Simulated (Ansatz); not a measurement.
Vibrational response of Nd2BeCl

All numbers below come from Ansatz, DFT PBE, scalar-relativistic, plane waves, PAW, and for the lanthanide a 4f-in-core norm-conserving potential. Cutoff 660 eV, 8×8×8 k-points (Γ-centred), Gaussian smearing of 0.10 eV. No spin polarisation. Phonons by linear response, acoustic sum rule imposed.

Relaxed structure:
```
Nd Be Cl
1.0
    -2.88870    2.88870    5.86453
     2.88870   -2.88870    5.86453
     2.88870    2.88870   -5.86453
Nd Be Cl
4 2 2
Direct
  0.25481 0.25481 0.00000
  0.49519 0.99519 0.50000
  0.74519 0.74519 0.00000
  0.00481 0.50481 0.50000
  0.50000 0.50000 0.00000
  0.25000 0.75000 0.50000
  0.00000 0.00000 0.00000
  0.75000 0.25000 0.50000
```

The structure comes from a generated guess, relaxed at this level; another structure or a mixture of phases may lie lower. In a metal, frequencies depend on the k mesh and the smearing, soft modes most.

Task: Is this structure stable against zone-centre distortions?

Result: Yes, at Γ: no optical mode is imaginary. Strains and other wave vectors aren't tested by this run.

Task: List the optical modes at Γ (i marks imaginary ones).

Result:
```csv
frequency (cm⁻¹),degeneracy
62,2
74,1
79,1
85,2
95,2
109,1
163,1
186,1
217,2
217,2
311,2
316,2
378,1
382,1
```

The lanthanide is trivalent by construction, without f bands, f moments or other valences.
